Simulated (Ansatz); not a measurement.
A distorted cell of BaF2 (fluorite):

```
CELL_PARAMETERS angstrom
      0.00000     3.01680     3.25814
      3.01680     0.00000     3.25814
      3.01680     3.01680     0.00000
ATOMIC_POSITIONS crystal
  Ba 0.00000 0.00000 0.00000
  F  0.25000 0.25000 0.25000
  F  0.75000 0.75000 0.75000
```

Method: PBE (plane waves to 420 eV, PAW, scalar-relativistic; Ansatz, an electronic-structure program). k mesh 9×9×9 (Γ-centred), Fermi-Dirac smearing 0.05 eV. E stands for the smeared free energy. Stress and pressure are positive under compression. BaF2 was relaxed with its symmetry unable to fall.

### Question
Give the stress tensor in GPa and the pressure.

### Answer
```
   2.75     0.00     0.00
   0.00     2.75     0.00
   0.00     0.00    -1.29
```
The pressure, a third of the trace, is 1.40 GPa.

### Question
It is the relaxed cell deformed to V/V₀ = 0.973, (c/a)/(c/a)₀ = 1.080, c along z, fractional positions held. What is its energy relative to the relaxed cell?

### Answer
15.1 meV/atom.

(A scan under strain: stresses follow from slopes of the energy per volume, elastic moduli from its curvatures.)
